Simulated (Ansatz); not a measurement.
Relaxation of a relaxed TiC cell, doubled along one cell vector, shaken by Gaussian noise of σ = 0.08 Å a coordinate; 4 atoms in the cell, which starts as P1 (No. 1), aP4; a = 2.5876 Å, b = 2.9341 Å, c = 5.1751 Å, α = β = γ = 90.00°. Calculation: r2SCAN (plane waves to 500 eV, PAW, scalar-relativistic; Ansatz, a program for electronic structure). Γ-centred k-mesh 5×9×8 on the run's cell (coarser than for final values), Fermi–Dirac smearing 0.05 eV. This is the first round of the run. 

The optimiser's lines from the output (shortened; P is positive under compression):

```
relax step   1: F+E_penalty+E_count = -5510.97991841 eV  Δ(F+E_penalty+E_count) = +0.000e0 eV  max|allowed force component| = 9.357e-1 eV/Å  Δτ_max = 0.0000 Å  P = +1.928 GPa  Ω = 39.290 Å³  (10 SCF iters, dr2 threshold 1.00e-7 eV, accepted)
relax step   2: F+E_penalty+E_count = -5511.07573516 eV  Δ(F+E_penalty+E_count) = -9.582e-2 eV  max|allowed force component| = 6.788e-1 eV/Å  Δτ_max = 0.0368 Å  P = +0.833 GPa  Ω = 39.386 Å³  (8 SCF iters, dr2 threshold 4.00e-7 eV, accepted)
relax step   3: F+E_penalty+E_count = -5511.45012826 eV  Δ(F+E_penalty+E_count) = -3.744e-1 eV  max|allowed force component| = 1.500e0 eV/Å  Δτ_max = 0.1741 Å  P = +2.717 GPa  Ω = 39.581 Å³  (9 SCF iters, dr2 threshold 4.00e-7 eV, accepted)
relax step   4: F+E_penalty+E_count = -5511.65739011 eV  Δ(F+E_penalty+E_count) = -2.073e-1 eV  max|allowed force component| = 2.174e0 eV/Å  Δτ_max = 0.1736 Å  P = +7.725 GPa  Ω = 40.008 Å³  (9 SCF iters, dr2 threshold 4.00e-7 eV, accepted)
relax step   5: F+E_penalty+E_count = -5512.28106127 eV  Δ(F+E_penalty+E_count) = -6.237e-1 eV  max|allowed force component| = 2.510e0 eV/Å  Δτ_max = 0.1556 Å  P = +5.414 GPa  Ω = 41.149 Å³  (8 SCF iters, dr2 threshold 4.00e-7 eV, accepted)
relax step   6: F+E_penalty+E_count = -5513.03701703 eV  Δ(F+E_penalty+E_count) = -7.560e-1 eV  max|allowed force component| = 1.710e0 eV/Å  Δτ_max = 0.1317 Å  P = +1.957 GPa  Ω = 41.935 Å³  (8 SCF iters, dr2 threshold 4.00e-7 eV, accepted)
relax step   7: F+E_penalty+E_count = -5513.79750501 eV  Δ(F+E_penalty+E_count) = -7.605e-1 eV  max|allowed force component| = 1.041e0 eV/Å  Δτ_max = 0.0997 Å  P = +1.524 GPa  Ω = 41.607 Å³  (8 SCF iters, dr2 threshold 4.00e-7 eV, accepted)
relax step   8: F+E_penalty+E_count = -5514.45934036 eV  Δ(F+E_penalty+E_count) = -6.618e-1 eV  max|allowed force component| = 5.349e-1 eV/Å  Δτ_max = 0.0712 Å  P = +2.277 GPa  Ω = 40.959 Å³  (8 SCF iters, dr2 threshold 4.00e-7 eV, accepted)
relax step   9: F+E_penalty+E_count = -5514.91445341 eV  Δ(F+E_penalty+E_count) = -4.551e-1 eV  max|allowed force component| = 5.723e-1 eV/Å  Δτ_max = 0.0454 Å  P = +4.437 GPa  Ω = 40.213 Å³  (8 SCF iters, dr2 threshold 4.00e-7 eV, accepted)
relax step  10: F+E_penalty+E_count = -5515.14892164 eV  Δ(F+E_penalty+E_count) = -2.345e-1 eV  max|allowed force component| = 3.380e-1 eV/Å  Δτ_max = 0.0246 Å  P = +1.984 GPa  Ω = 40.155 Å³  (7 SCF iters, dr2 threshold 4.00e-7 eV, accepted)
relax step  11: F+E_penalty+E_count = -5515.20028184 eV  Δ(F+E_penalty+E_count) = -5.136e-2 eV  max|allowed force component| = 3.984e-2 eV/Å  Δτ_max = 0.0151 Å  P = +0.059 GPa  Ω = 40.194 Å³  (9 SCF iters, dr2 threshold 4.00e-7 eV, accepted)
relax step  12: F+E_penalty+E_count = -5515.20074158 eV  Δ(F+E_penalty+E_count) = -4.597e-4 eV  max|allowed force component| = 3.649e-2 eV/Å  Δτ_max = 0.0027 Å  P = -0.272 GPa  Ω = 40.225 Å³  (7 SCF iters, dr2 threshold 4.00e-7 eV, accepted)
relax step  13: F+E_penalty+E_count = -5515.20092298 eV  Δ(F+E_penalty+E_count) = -1.814e-4 eV  max|allowed force component| = 1.537e-3 eV/Å  Δτ_max = 0.0016 Å  P = +0.026 GPa  Ω = 40.175 Å³  (7 SCF iters, dr2 threshold 4.00e-7 eV, accepted)
relax step  14: F+E_penalty+E_count = -5515.20092182 eV  Δ(F+E_penalty+E_count) = +1.158e-6 eV  max|allowed force component| = 3.847e-4 eV/Å  Δτ_max = 0.0001 Å  P = -0.002 GPa  Ω = 40.180 Å³  (5 SCF iters, dr2 threshold 8.57e-9 eV, accepted)
relax step  15: F+E_penalty+E_count = -5515.28937862 eV  Δ(F+E_penalty+E_count) = -8.846e-2 eV  max|allowed force component| = 5.826e-3 eV/Å  Δτ_max = 0.0000 Å  P = +2.202 GPa  Ω = 40.180 Å³  stress off target by 6.23e0 GPa  SCF on the basis re-selected at this cell (its energy is not comparable with the rows above)  (11 SCF iters)
relax step  16: F+E_penalty+E_count = -5515.30205093 eV  Δ(F+E_penalty+E_count) = -1.267e-2 eV  max|allowed force component| = 2.080e-2 eV/Å  Δτ_max = 0.0007 Å  P = +0.116 GPa  Ω = 40.457 Å³  (7 SCF iters, dr2 threshold 4.00e-7 eV, accepted)
relax step  17: F+E_penalty+E_count = -5515.30215749 eV  Δ(F+E_penalty+E_count) = -1.066e-4 eV  max|allowed force component| = 1.115e-3 eV/Å  Δτ_max = 0.0011 Å  P = +0.002 GPa  Ω = 40.471 Å³  (6 SCF iters, dr2 threshold 4.00e-7 eV, accepted)
relax step  18: F+E_penalty+E_count = -5515.30215751 eV  Δ(F+E_penalty+E_count) = -1.529e-8 eV  max|allowed force component| = 2.297e-3 eV/Å  Δτ_max = 0.0002 Å  P = -0.001 GPa  Ω = 40.472 Å³  (6 SCF iters, dr2 threshold 3.57e-9 eV, accepted)
relax step  19: F+E_penalty+E_count = -5515.30234621 eV  Δ(F+E_penalty+E_count) = -1.887e-4 eV  max|allowed force component| = 2.335e-3 eV/Å  Δτ_max = 0.0000 Å  P = -0.001 GPa  Ω = 40.472 Å³  stress off target by 1.13e-2 GPa  SCF on the basis re-selected at this cell (its energy is not comparable with the rows above)  (7 SCF iters)
```

From the first to the last row the energy changes by -1.08 eV/atom and the volume by +3.0 %. The last row is marked as not comparable with the walk above it, whose basis was carried along; it does compare with step 1, since both stand on a basis selected at the nominal cutoff for their own cell.

Energy and pressure jump between steps 14 and 15 at one geometry, where the plane-wave basis was selected anew. While the cell walks, the set of plane waves is carried along, so its effective cutoff drifts with the strain; re-selecting it at 500 eV moved the energy by -0.022 eV/atom and the pressure by 2.2 GPa. Only step 1 and rows on a re-selected basis compare with each other.

Later rounds, restarted from the end of this one on a renewed k-mesh, logged 9 more steps and released under 0.01 eV/atom more. The final structure after all rounds: P6₃/mmc (No. 194), hP4, NiAs type; a = 3.1454 Å, b = 3.1454 Å, c = 4.7244 Å, α = 90.00°, β = 90.00°, γ = 120.00°. Between re-selections the logged energies stand on a plane-wave basis carried along with the cell. No spin polarisation in the result.

The relaxed structure here is a generated cell of TiC: the first start was made by placing the elements on the sites of a structure type, and the end was not matched to a known phase here, so it may be hypothetical. Known forms of TiC include space group No. 225.
